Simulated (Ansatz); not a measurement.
Relaxed-ion elastic tensor of SiB (wurtzite, space group No. 186) in GPa (Voigt order), the program Ansatz at the r²SCAN level (PAW); density 2.54 g/cm³, 12.73 Å³ per atom.

```
 99.5    146    108    0.0    0.0    0.0
  146   99.5    108    0.0    0.0    0.0
  108    108    324    0.0    0.0    0.0
  0.0    0.0    0.0   87.7    0.0    0.0
  0.0    0.0    0.0    0.0   87.7    0.0
  0.0    0.0    0.0    0.0    0.0  -23.4
```

Task: Is the crystal mechanically stable?

Result: No: the smallest eigenvalue of C is -46.7 GPa.

Space group P6_3mc (wurtzite). The workflow started from a Materials Project entry (that database holds measured and hypothetical structures alike); the Crystallography Open Database copy checked does not list it. Whether it is the stable phase at ambient conditions was not checked. The r²SCAN relaxation kept the symmetry of its start. At this level the phase is mechanically unstable. Its formation energy is positive at this level, so the cell may be metastable or incomplete. As this level gives no gap, shear constants depend on the k-mesh and smearing (Fermi–Dirac, 0.1 eV here).

Potentials: the later of the program's two PAW sets.
